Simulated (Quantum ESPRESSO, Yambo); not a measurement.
**Quasiparticle gap of CdOFH**

```
CELL_PARAMETERS angstrom
      3.53436     0.00000     0.00000
      0.00000     4.84469     0.00000
     -0.00816     0.00000     5.62795
ATOMIC_POSITIONS crystal
  H  0.74970 0.68417 0.27240
  H  0.25030 0.18417 0.72760
  O  0.24816 0.02155 0.61969
  O  0.75184 0.52155 0.38031
  F  0.24887 0.47975 0.89420
  F  0.75113 0.97975 0.10580
  Cd 0.74776 0.75453 0.73337
  Cd 0.25224 0.25453 0.26663
```

The geometry is that of Materials Project entry mp-1226809, symmetrised and not relaxed again.

Starting point: LDA (pw.x of Quantum ESPRESSO, ONCV potentials, without SOC). G0W0 in Yambo: 4×2×2 Γ-centred k mesh, bands 9 to 155 and a 7 Ry block in the screening, 155 bands in G with the Bruneval-Gonze terminator, plasmon pole fitted at 27.2 eV.

```json
{
  "LDA gap along the band path": "1.62 eV",
  "LDA gap between the mesh's edge points ((0, 0, -0.5) → Γ)": "1.62 eV",
  "G0W0 gap between the same points": "3.79 eV",
  "LDA smallest direct gap on the mesh (at Γ)": "1.67 eV",
  "G0W0 direct gap at that point": "3.84 eV"
}
```

| k point | band | E LDA (eV) | E QP (eV) | shift (eV) | Z |
|---|---|---|---|---|---|
| Γ | VB | -0.05 | -1.07 | -1.03 | 0.79 |
| Γ | CB | 1.62 | 2.77 | 1.15 | 0.85 |
| (0, 0, -0.5) | VB | 0.00 | -1.02 | -1.02 | 0.79 |
| (0, 0, -0.5) | CB | 3.86 | 5.18 | 1.31 | 0.84 |

Energies count from the LDA valence-band maximum.

Nearest settings tried, and what they do to the gap: 124 bands in W, 124 bands in G: +52 meV; 6 Ry block (175 vectors against 211): -21 meV; 4×4×2 mesh: +22 meV. So the settings aren't converged at that level.

Spin-orbit splittings are left out.

The structure is a Materials Project entry; no match was found in the copy of COD used, and its stability was not checked.
